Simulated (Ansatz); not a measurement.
Formation energy of LaIn in the CsCl-type structure

Level of theory: DFT, PBEsol, scalar-relativistic, no spin polarisation; plane waves to 420 eV with PAW datasets (Ansatz 0.2.0), Γ-centred 8×8×8 mesh, 0.05 eV Gaussian smearing; PAW files: Ansatz's generated set soft_2.

The cell came from substitution into a structure type; whether the compound takes it is for experiment to say.

Symmetry: Pm-3m, No. 221, cubic system. Conventional cell: a = 3.893 Å, b = 3.893 Å, c = 3.893 Å, α = 90.00°, β = 90.00°, γ = 90.00°. Around La (site symmetry m-3m) lie 8 In at 3.37 Å. In (site symmetry m-3m) has 8 La at 3.37 Å as nearest neighbours. (Shells end 15 % past the nearest neighbour.)

The elements were computed in their standard states with the same datasets, cutoff and functional. Total energies depend on the potentials used, so only differences within one code and one set of settings carry meaning.

Energy of the relaxed cell (2 atoms, smearing extrapolated to zero): -11687.744 eV. Elements, in eV/atom: La -6161.275, In -5525.408.

Question: What is the formation energy?

Answer: [-11687.744 − (1 × -6161.275 + 1 × -5525.408)] / 2 = -0.53 eV/atom, or -51 kJ per mole of atoms.

The value is for 0 K, without zero-point energy. A negative value shows stability against the elements alone, not against other compounds or structures.

No spin–orbit coupling, a notable omission for heavy elements.
